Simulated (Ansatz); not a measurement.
LiF in space group P6_3/mmc (No. 194; Li on 2c, F on 2d), a = 3.2729 Å, b = 3.2729 Å, c = 3.9912 Å, α = 90.00°, β = 90.00°, γ = 120.00°.

Relaxed with r²SCAN+D4. The program Ansatz at the r²SCAN+D4 level (PAW) gives a gap of 8.57 eV.

Task: What gap does HSE06 give on the same cell (Ansatz, PAW)?

Result: 10.02 eV, 1.45 eV more. The hybrid was solved on a coarser mesh and at special points; its gap is the smallest among all of these.

```csv
k,v1 r²SCAN+D4,c1 r²SCAN+D4,v1 HSE06,c1 HSE06
Γ,0.00,8.57,0.00,10.02
A,-0.89,11.16,?,?
K,-0.79,11.85,?,?
H,-0.13,13.06,?,?
M,-0.49,11.23,?,?
L,-0.41,11.87,-0.41,13.29
```

Task: Top valence (v1) and lowest conduction level (c1) in eV from each method's valence maximum (which need not be a listed point): supply the withheld HSE06 values.

Result: 
- A, v1 HSE06: -0.92
- A, c1 HSE06: 12.62
- M, v1 HSE06: -0.51
- M, c1 HSE06: 12.72
- K, v1 HSE06: -0.82
- K, c1 HSE06: 13.36
- H, v1 HSE06: -0.13
- H, c1 HSE06: 14.54

Cost on shared cores: the r²SCAN+D4 run (SCF on a 10×10×7 mesh, then bands and DOS) around 23 core-seconds (rough), the HSE06 run (SCF on 7×7×5, then a few points) roughly 80 core-seconds; the tasks are unlike.

The start of the workflow was typed in or built on a structure type; neither database checked (COD, Materials Project) lists it. It is not the phase usual at ambient conditions (space group No. 225). The r²SCAN+D4 relaxation kept the symmetry of its start; whether a distortion lowers the energy is not shown. The volume moved by -42 % from the start of the relaxation.

Potentials: the later of the program's two PAW sets.
